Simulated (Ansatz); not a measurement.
These are results of Ansatz, DFT PBE, scalar-relativistic, plane waves, PAW, not measurements. Settings: cutoff 420 eV, Γ-centred meshes spaced at most about 0.3 Å⁻¹, and about 0.25 Å⁻¹ or finer for metals (2π included), Gaussian smearing. Collinear spin in cells that started with moments and kept them past the coarse steps, no spin elsewhere.

These are static total energies at zero pressure.

Two relaxed structures of InRhC₄N₄:

1. (site moments Rh 1.2 μB)

```xyz
10
Lattice="6.2326 0.0000 0.0000 0.0000 6.2326 0.0000 0.0000 0.0000 6.2326" Properties=species:S:1:pos:R:3 pbc="T T T"
In    0.0000    0.0000    0.0000
Rh    3.1163    3.1163    3.1163
C     1.2470    1.2470    1.2470
C     1.2470    4.9856    4.9856
C     4.9856    1.2470    4.9856
C     4.9856    4.9856    1.2470
N     1.9213    1.9213    1.9213
N     1.9213    4.3114    4.3114
N     4.3114    1.9213    4.3114
N     4.3114    4.3114    1.9213
```

2. (site moments Rh 0.8 μB)

```xyz
10
Lattice="6.0608 0.0000 0.0000 0.0000 6.0608 0.0000 0.0000 0.0000 6.0608" Properties=species:S:1:pos:R:3 pbc="T T T"
In    3.0304    3.0304    3.0304
Rh    0.0000    0.0000    0.0000
C     1.1472    1.1472    1.1472
C     1.1472    4.9137    4.9137
C     4.9137    1.1472    4.9137
C     4.9137    4.9137    1.1472
N     1.8286    1.8286    1.8286
N     1.8286    4.2322    4.2322
N     4.2322    1.8286    4.2322
N     4.2322    4.2322    1.8286
```

Problem. Which arrangement of the elements on these sites is preferred, and by what margin?

Solution. Cell 2 is lower, by 135 meV/atom. The two share one framework of sites and differ in which element sits where. Cell 1 has space group P-43m (No. 215), 24.2 Å³/atom and no gap on its mesh; cell 2 has space group P-43m (No. 215), 22.3 Å³/atom and no gap. The shortest distance is 1.17 Å (C–N) in cell 1 and 1.18 Å (C–N) in cell 2. The denser one is the lower, and pressure would at first widen the difference. Even the lower one lies +0.53 eV/atom against the reference forms of the elements (uncorrected), so neither is stable at this level. In cell 1, In is surrounded by 4 C at 2.16 Å; around Rh lie 4 N at 2.07 Å; C is surrounded by 1 N at 1.17 Å and 1 In at 2.16 Å; N has 1 C at 1.17 Å and 1 Rh at 2.07 Å. In cell 2, In is surrounded by 4 N at 2.08 Å; around Rh lie 4 C at 1.99 Å; C has 1 N at 1.18 Å and 1 Rh at 1.99 Å; N has 1 C at 1.18 Å and 1 In at 2.08 Å. Both come from invented guesses.

The magnetic state reached may not be the lowest. Cells relaxed within their symmetry can be saddle points.
